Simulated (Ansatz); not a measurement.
# Uniaxial strain in GePt

Cell: an entry of the Crystallography Open Database (COD) whose atoms were relaxed with PBE, the cell held.

```yaml
crystal:
  lattice:
    - [5.73200, 0.00000, 0.00000]
    - [0.00000, 3.70100, 0.00000]
    - [0.00000, 0.00000, 6.08800]
  atoms:
    - { symbol: Ge, position: [0.81677, 0.75000, 0.58789] }
    - { symbol: Ge, position: [0.18323, 0.25000, 0.41211] }
    - { symbol: Ge, position: [0.68323, 0.25000, 0.08789] }
    - { symbol: Ge, position: [0.31677, 0.75000, 0.91211] }
    - { symbol: Pt, position: [0.99807, 0.75000, 0.19023] }
    - { symbol: Pt, position: [0.00193, 0.25000, 0.80977] }
    - { symbol: Pt, position: [0.50193, 0.25000, 0.69023] }
    - { symbol: Pt, position: [0.49807, 0.75000, 0.30977] }
```

Atom numbers follow the list; atoms alike are taken as one site, whose name carries the number of the first.

Method: Kohn–Sham DFT in Ansatz, PBE, plane waves and PAW, scalar-relativistic, 420 eV cutoff, Γ-centred 8×13×8 k-points, Fermi–Dirac smearing 0.05 eV.

The cell is stretched along z (the third Cartesian axis of the run's cell), x and y held, and the ions relax again each time. Tension counts as positive.

| strain along z (%) | stress along z (GPa) | stress along x (GPa) |
| --- | --- | --- |
| -3 | ? | ? |
| -2 | -12.2 | -10.3 |
| -1 | -9.5 | -8.8 |
| 0 | -7.0 | -7.4 |
| +1 | -4.5 | -6.0 |
| +2 | -2.3 | -4.8 |
| +3 | -0.3 | -3.6 |

Question: Estimate the row at -3 % from the others.

Answer: stress along z (GPa): -15.1; stress along x (GPa): -12.0. Worked: parabolas through the other 6 rows give -15.2 and -11.9 GPa at -3 %. Their slopes at zero strain are 247 GPa (the stiffness along z) and 139 GPa (the coupling of z to x). They hold at this cell, where the calculated pressure is 7.1 GPa, and with no gap in the run.

All values belong to this cell and structure model.
